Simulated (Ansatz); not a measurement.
**Sr3NbN3: field gradients at two levels of theory**

Cell: a Materials Project structure (computed, not necessarily an observed phase), taken as it stands.

```cif
data_Sr3NbN3
_symmetry_space_group_name_H-M 'P6_3/m'
_symmetry_Int_Tables_number 176
_cell_length_a 7.9672
_cell_length_b 7.9672
_cell_length_c 5.5077
_cell_angle_alpha 90.000
_cell_angle_beta 90.000
_cell_angle_gamma 120.000
loop_
_atom_site_label
_atom_site_type_symbol
_atom_site_symmetry_multiplicity
_atom_site_Wyckoff_symbol
_atom_site_fract_x
_atom_site_fract_y
_atom_site_fract_z
Sr Sr 6 h 0.8822 0.6435 0.2500
Nb Nb 2 c 0.6667 0.3333 0.7500
N N 6 h 0.8645 0.6093 0.7500
```

One atom of each set is listed.

First run. The numbers come from a DFT calculation in Ansatz (PBE, plane waves and PAW, scalar-relativistic, collinear spin, 420 eV cutoff, Γ-centred 4×4×5 k-points, Fermi–Dirac smearing 0.02 eV). Start moments as typed (μB): 2 on each Nb, none on the rest.

| site | V_zz (10²¹ V/m²) | η |
| --- | --- | --- |
| Sr | 9.08 | 0.27 |
| Nb | 26.7 | 0.00 |
| N | 3.20 | 0.82 |

Second run. The same atoms and settings, except that the functional is r2SCAN and the cutoff is 500 eV.

(1) What does the second run give?

Results:

(1) 

```csv
site,V_zz,η,change of V_zz
Sr,9.50,0.21,+0.42
Nb,27.9,0.00,+1.18
N,3.20,0.81,0.00
```

The largest change of V_zz is on Nb, from 26.7 to 27.9. In per cent, |V_zz| changes by +5 on Sr, +4 on Nb, 0 on N (all sites that start above 0.5).

The start moments die out, and the run ends without spin.
For the first run: The largest force is 0.4 eV/Å, so the atoms aren't at the calculated equilibrium and relaxing them would move these values. Without spin–orbit coupling (the program notes it for Nb and Sr) the gradients can shift somewhat, as the gap is small.
For the second run: The largest force is 0.5 eV/Å, so the atoms aren't at the calculated equilibrium and relaxing them would move these values. The program didn't check the stability of this electronic state in full, so a lower one may lie near. Without spin–orbit coupling (the program notes it for Nb and Sr) the gradients are little affected as a rule: paired runs on crystals with a gap mostly move them by under 2 % at such atoms.
